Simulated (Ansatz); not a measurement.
**Frozen-phonon scan for ZnS (zinc blende)**

Relaxed ZnS (zinc blende):

```yaml
crystal:
  lattice:
    - [0.00000, 5.44349, 5.44349]
    - [2.72175, 2.72175, 5.44349]
    - [2.72175, 2.72175, 0.00000]
  atoms:
    - { symbol: S, position: [0.00000, 0.75000, 0.75000] }
    - { symbol: S, position: [0.50000, 0.75000, 0.75000] }
    - { symbol: Zn, position: [0.00000, 0.00000, 0.00000] }
    - { symbol: Zn, position: [0.50000, 0.00000, 0.00000] }
```

A phonon eigenvector at X = (0.5, 0.5, 0.0) is frozen into this cell: atom i moves by Q times the vector below, so Q is the largest atomic displacement, in Å. The cell is held. It is one choice among 2 degenerate patterns. (q is in reciprocal vectors of the primitive cell; the cell shown is doubled to hold the pattern.)

```json
[
 {"atom": "S1", "x": "0.608", "y": "0.000", "z": "0.000"},
 {"atom": "S2", "x": "-0.608", "y": "0.000", "z": "0.000"},
 {"atom": "Zn3", "x": "0.000", "y": "1.000", "z": "0.000"},
 {"atom": "Zn4", "x": "0.000", "y": "-1.000", "z": "0.000"}
]
```

Level of theory: PBE (plane waves to 420 eV, PAW, scalar-relativistic; Ansatz, a program for electronic structure). k mesh 10×10×10 (Γ-centred), Fermi-Dirac smearing 0.05 eV. Energies are smeared free energies. Compression counts positive. The PAW data are Ansatz's earlier set. ZnS was relaxed with its symmetry unable to fall. ΔE is measured from the undisplaced structure.

| Q (Å) | ΔE (meV/cell) | −dE/dQ from forces (eV/Å) | P (GPa) |
|---|---|---|---|
| -0.100 | 22.8 | 0.456 | -0.07 |
| -0.083 | 15.9 | 0.380 | -0.05 |
| -0.067 | 10.2 | 0.304 | -0.03 |
| -0.050 | 5.7 | 0.229 | -0.01 |
| -0.033 | 2.5 | 0.152 | 0.00 |
| -0.017 | 0.6 | 0.076 | 0.00 |
| 0.000 | 0.0 | 0.000 | 0.01 |
| 0.017 | 0.6 | -0.076 | 0.00 |
| 0.033 | 2.5 | -0.152 | 0.00 |
| 0.050 | 5.7 | -0.229 | -0.01 |
| 0.067 | 10.2 | -0.304 | -0.03 |
| 0.083 | 15.9 | -0.380 | -0.05 |
| 0.100 | 22.8 | -0.456 | -0.07 |

Derived quantities:

```
Quantity                                                                                                              Value
-----------------------------------------------------------  --------------------------------------------------------------
Energy at Q = 0.100 Å                                                                                         22.8 meV/cell
Space group of the distorted cell                                                       C222_1 (No. 20), lowered from F-43m
Symmetry of the curve                                                                         even: the same for both signs
Shape of the curve                                           a single well with its minimum at or next to zero displacement
Harmonic wavenumber from the curvature (finite differences)                                                         90 cm⁻¹
Wavenumber by perturbation theory (DFPT, on another k mesh)                                                         90 cm⁻¹
```

The 13 points together took around 12 core-minutes (rough).

(For displaced atoms, the force is minus the slope of the energy, and its curvature is a force constant, which sets phonon frequencies.)
